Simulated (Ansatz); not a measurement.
A geometry of TiAl away from equilibrium: step 2 of the relaxation of a relaxed TiAl cell shaken by Gaussian noise of σ = 0.08 Å a coordinate. The numbers are results of r2SCAN (plane waves to 500 eV, PAW, scalar-relativistic; Ansatz, a program for electronic structure), not measurements. Γ-centred k-mesh 5×9×6 on the run's cell (coarser than for final values), Fermi–Dirac smearing 0.05 eV. The plane waves were selected for a different cell earlier on the path.

```yaml
crystal:
  lattice:
    - [6.67721, -0.01580, -0.00603]
    - [-0.00891, 3.79994, -0.01118]
    - [-0.00469, -0.01540, 5.21074]
  atoms:
    - { symbol: Ti, position: [0.33668, 0.74677, 0.62966] }
    - { symbol: Ti, position: [0.83178, 0.73785, 0.85634] }
    - { symbol: Ti, position: [0.67394, 0.22960, 0.36446] }
    - { symbol: Ti, position: [0.17505, 0.23379, 0.13946] }
    - { symbol: Al, position: [0.45841, 0.73979, 0.14489] }
    - { symbol: Al, position: [0.95854, 0.74301, 0.34501] }
    - { symbol: Al, position: [0.54589, 0.23603, 0.84669] }
    - { symbol: Al, position: [0.05290, 0.24677, 0.64556] }
```

### Question
Give the Cartesian forces on all atoms (eV/Å).

### Answer
| atom | Fx | Fy | Fz |
|---|---|---|---|
| Ti1 | -0.66 | -0.26 | -0.49 |
| Ti2 | -0.46 | 0.21 | 0.47 |
| Ti3 | 0.50 | 0.42 | 0.33 |
| Ti4 | 0.55 | 0.19 | -0.71 |
| Al5 | 0.01 | -0.27 | -0.17 |
| Al6 | -0.14 | -0.30 | 0.21 |
| Al7 | 0.20 | 0.24 | 0.32 |
| Al8 | 0.00 | -0.22 | 0.04 |

The path ends in Pnma (No. 62). No spin polarisation in the result.

The end of the path is a generated cell of TiAl: the first start was made by placing the elements on the sites of a structure type, and the end was not matched to a known phase here, so it may be hypothetical. Known forms of TiAl include space group No. 123.
